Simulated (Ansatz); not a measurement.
Input and command of a plane-wave DFT calculation in Ansatz:

```yaml
crystal:
  lattice:
    - [4.5854715599, 0.0, 0.0]
    - [-2.29273578, 3.9711348592, 0.0]
    - [0.0, 0.0, 6.5797601]
  atoms:
    - { symbol: Si, position: [0.16387298, 0.83612702, 0.83333333] }
    - { symbol: Si, position: [0.32774596, 0.16387298, 0.16666667] }
    - { symbol: Si, position: [0.83612702, 0.67225404, 0.5] }
    - { symbol: Si, position: [0.83612702, 0.16387298, 0.83333333] }
    - { symbol: Si, position: [0.67225404, 0.83612702, 0.16666667] }
    - { symbol: Si, position: [0.16387298, 0.32774596, 0.5] }
    - { symbol: Mo, position: [0.5, 0.0, 0.5] }
    - { symbol: Mo, position: [0.0, 0.5, 0.16666667] }
    - { symbol: Mo, position: [0.5, 0.5, 0.83333333] }
basis:
  ecutwfc: 500
kpoints:
  mp_grid: { grid: [12, 12, 6] }
hamiltonian:
  xc: r2scan
scf:
  occupations: { method: gaussian, width: 0.01 }
output:
  forces: true
  stress: true
  eigenvalues: true
  populations: true
  write_density: true
  write_potential: true
  elf: true
  volumetric_format: npy
```

```bash
ansatz run input.yaml --threads 2 --pin off --max-ram 5120MiB --backend cpu --events-out ev --progress --plain --runs-dir out
```

Processor: Arm Neoverse V1, 2 threads, on a host shared with other jobs.

**Question.** Estimate time, memory and problem size.

**Answer.** About 54 s on 2 threads of Arm Neoverse V1 (shared host), peak memory 0.77 GiB. It solves 42 bands at 76 k points (the mesh reduced by symmetry) with about 3101 plane waves, in 7 SCF iterations.
